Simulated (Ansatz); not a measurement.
Relaxed-ion elastic tensor of PtW (L1₀ or tetragonal B2, P4/mmm) in GPa (Voigt order), DFT-PBEsol in the program Ansatz with PAW potentials; density 20.84 g/cm³, 15.10 Å³ per atom.

```
 648  95.0   226   0.0   0.0   0.0
95.0   648   226   0.0   0.0   0.0
 226   226   520   0.0   0.0   0.0
 0.0   0.0   0.0   207   0.0   0.0
 0.0   0.0   0.0   0.0   207   0.0
 0.0   0.0   0.0   0.0   0.0  69.7
```

Task: Is the crystal mechanically stable?

Result: Yes: the smallest eigenvalue of C is 69.7 GPa.

Task: Work out the Voigt, Reuss and Hill averages.

Result: K_V = 323, K_R = 323, K_H = 323; G_V = 181, G_R = 145, G_H = 163 GPa.

Task: Give Young's modulus, Poisson's ratio, Pugh's ratio and the universal anisotropy index.

Result: E = 9KG/(3K + G) = 419 GPa; ν = 0.28; K/G = 1.98 (ductile by the Pugh limit of 1.75); A_U = 5G_V/G_R + K_V/K_R − 6 = 1.25.

Task: Estimate the sound speeds and the Debye temperature.

Result: v_l = √((K + 4G/3)/ρ) = 5090 m/s, v_t = √(G/ρ) = 2800 m/s, mean 3120 m/s; Θ = (h/k)(3n/4πV)^(1/3) v_m = 376 K.

Task: Solve the Christoffel equation for the three sound speeds along x, y, z.

Result: Eigenvalues of C_ijkl n_j n_l equal ρv². In km/s, slowest first: x 1.83, 3.15, 5.58; y 1.83, 3.15, 5.58; z 3.15, 3.15, 4.99.

Task: How much does each axis shrink under pressure?

Result: Linear compressibilities β_i = Σ_j S_ij (j = 1 to 3): x 1.0, y 1.0, z 1.0 per TPa.

The start of the workflow was typed in or built on a structure type; neither database checked (COD, Materials Project) lists it. Its standing as an ambient phase is unchecked. The cell was relaxed with PBEsol under the symmetry of its start; its stability against distortions is not shown here. No spin polarisation was allowed. As this level gives no gap, shear constants depend on the k-mesh and smearing (Fermi–Dirac, 0.1 eV here). On the denser mesh and wider smearing of the elastic run this cell carries a stress of 0.3 GPa. Scalar-relativistic: spin–orbit coupling is off unless named, which matters more the heavier the elements.

Potentials: the earlier of the program's two PAW sets. The files were generated under PBE; for other functionals the program regenerates the frozen cores, and for LDA and PBEsol the local potential too.
